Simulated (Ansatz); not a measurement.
GaCuSe$_{2}$ (chalcopyrite), relaxed with r²SCAN (Ansatz, a quantum-chemistry and plane-wave program, plane waves, PAW): a = b = 5.6080 Å, c = 11.0977 Å, α = β = γ = 90.00°.

| Quantity | Value |
|---|---|
| gap (eV) | 0.57 |
| B₀ by P(V) fit (GPa) | 69.7 |

Q: The same phase is relaxed and computed with HSE06 in the same code. What are the cell and these values now?

A: a = b = 5.6503 Å, c = 11.1083 Å, α = β = γ = 90.00°.

- gap (eV) = 1.36
- B₀ by P(V) fit (GPa) = 65.1

All cells were relaxed under the symmetry of their starts (and spin orders); stability against distortions was not tested throughout. Rows with no word on spin ran without spin polarisation. Spin–orbit coupling is left out wherever it is not named.

Potentials: the later of the program's two PAW sets.

Ansatz is a plane-wave DFT program.
